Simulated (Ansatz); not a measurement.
Mo₃S₄ (space group R-3)

```
CELL_PARAMETERS angstrom
      4.56712     2.63683     3.61694
     -4.56712     2.63683     3.61694
      0.00000    -5.27366     3.61694
ATOMIC_POSITIONS crystal
  Mo 0.40581 0.55183 0.21141
  Mo 0.59419 0.44817 0.78859
  Mo 0.21141 0.40581 0.55183
  Mo 0.78859 0.59419 0.44817
  Mo 0.55183 0.21141 0.40581
  Mo 0.44817 0.78859 0.59419
  S  0.13170 0.73551 0.38788
  S  0.86830 0.26449 0.61212
  S  0.38788 0.13170 0.73551
  S  0.61212 0.86830 0.26449
  S  0.73551 0.38788 0.13170
  S  0.26449 0.61212 0.86830
  S  0.22064 0.22064 0.22064
  S  0.77936 0.77936 0.77936
```

Equation-of-state scan: isotropic scaling of the cell above, V₀ being its volume. The atoms relax within the cell's symmetry.

Method: PBEsol (plane waves to 420 eV, PAW, scalar-relativistic; Ansatz, a first-principles code). k mesh 6×6×6 (Γ-centred), Fermi-Dirac smearing 0.05 eV. Compression counts positive. At this level the bands of Mo3S4 touch or barely overlap. Mo3S4 is run without spin polarisation. Mo3S4 was relaxed with its symmetry unable to fall.

At one point of the scan the stress tensor (GPa) is:

```
   -5.7      0.0      0.0
    0.0     -5.7      0.0
    0.0      0.0     -6.0
```

**Question.** Which point is it?
(A) V/V₀ = 1.080
(B) V/V₀ = 1.027
(C) V/V₀ = 1.053
(D) V/V₀ = 1.107

**Answer.** D, V/V₀ = 1.107

(Under strain, the slope of the energy per volume gives the stress and its curvature an elastic modulus.)
